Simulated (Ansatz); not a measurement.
# HfIr₃ (AuCu3-type structure)

Method: PBEsol, scalar-relativistic; no spin polarisation; PAW, 420 eV, Γ-centred 8×8×8 mesh, 0.05 eV Gaussian smearing; code Ansatz; PAW files: Ansatz's generated set soft_2.

```
Hf Ir
1.0
     3.92392    0.00000    0.00000
     0.00000    3.92392    0.00000
     0.00000    0.00000    3.92392
Hf Ir
1 3
Direct
  0.00000 0.00000 0.00000
  0.00000 0.50000 0.50000
  0.50000 0.50000 0.00000
  0.50000 0.00000 0.50000
```

The start was a prototype's sites filled with these elements; the Crystallography Open Database holds the compound in this structure.

The cell is relaxed to zero pressure at this level.

```json
{
  "Space group": "Pm-3m (No. 221)",
  "Volume": "15.10 Å³/atom",
  "Band gap": "zero (metallic)",
  "Density of states at the Fermi level": "0.71 states/(eV·atom)",
  "f electrons (orthogonalised atomic orbitals)": "Hf 14.00",
  "Formation energy from the elements (0 K, uncorrected)": "-0.77 eV/atom",
  "Bulk modulus (Birch–Murnaghan)": "306 GPa",
  "Pressure derivative B0′": "4.7"
}
```

With 77 valence electrons in the calculation's cell and no magnetic order, the bands, two electrons each, can't all be full or empty: band theory demands a metal. (Only strong correlation, outside this picture, could make a Mott insulator of it.)

**The experiment.** The Crystallography Open Database holds a cell as deposited of cubic HfIr3 (space group Pm-3m), temperature not stated (1964): a = 3.926 Å, 15.13 Å³/atom.

**Comparison.** The computed cell (3.924 Å, 15.10 Å³/atom) differs from the database's by −0.2 % in volume, about −0.1 % in length. Agreement this close is partly luck: the calculation is for a static lattice, the crystal has zero-point motion and thermal expansion.

These numbers lack spin–orbit coupling.
